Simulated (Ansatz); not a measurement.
Relaxed-ion elastic tensor of Re7B3 in space group P6_3mc (No. 186; Re on 2b, Re on 6c, Re on 6c, B on 6c) in GPa (Voigt order), r²SCAN (plane waves, PAW; program Ansatz); density 18.63 g/cm³, 11.91 Å³ per atom.

|  | 1 | 2 | 3 | 4 | 5 | 6 |
|---|---|---|---|---|---|---|
| 1 | 618 | 282 | 275 | 0.0 | 0.0 | 0.0 |
| 2 | 282 | 618 | 275 | 0.0 | 0.0 | 0.0 |
| 3 | 275 | 275 | 589 | 0.0 | 0.0 | 0.0 |
| 4 | 0.0 | 0.0 | 0.0 | 139 | 0.0 | 0.0 |
| 5 | 0.0 | 0.0 | 0.0 | 0.0 | 139 | 0.0 |
| 6 | 0.0 | 0.0 | 0.0 | 0.0 | 0.0 | 168 |

Is the crystal mechanically stable?

Yes: the smallest eigenvalue of C is 139 GPa.

Work out the Voigt, Reuss and Hill averages.

K_V = 388, K_R = 387, K_H = 387; G_V = 155, G_R = 154, G_H = 155 GPa.

Give Young's modulus, Poisson's ratio, Pugh's ratio and the universal anisotropy index.

E = 9KG/(3K + G) = 410 GPa; ν = 0.32; K/G = 2.50 (ductile by the Pugh limit of 1.75); A_U = 5G_V/G_R + K_V/K_R − 6 = 0.04.

Estimate the sound speeds and the Debye temperature.

v_l = √((K + 4G/3)/ρ) = 5650 m/s, v_t = √(G/ρ) = 2880 m/s, mean 3230 m/s; Θ = (h/k)(3n/4πV)^(1/3) v_m = 421 K.

How much does each axis shrink under pressure?

Linear compressibilities β_i = Σ_j S_ij (j = 1 to 3): x 0.83, y 0.83, z 0.93 per TPa.

The first step of the workflow began from a Materials Project structure, measured or hypothetical; the Crystallography Open Database copy checked does not list it. Its standing as an ambient phase is unchecked. The r²SCAN relaxation kept the symmetry of its start; whether a distortion lowers the energy is not shown. No spin polarisation was allowed. As this level gives no gap, shear constants depend on the k-mesh and smearing (Fermi–Dirac, 0.1 eV here). Spin–orbit coupling is left out wherever it is not named.

Potentials: the later of the program's two PAW sets.
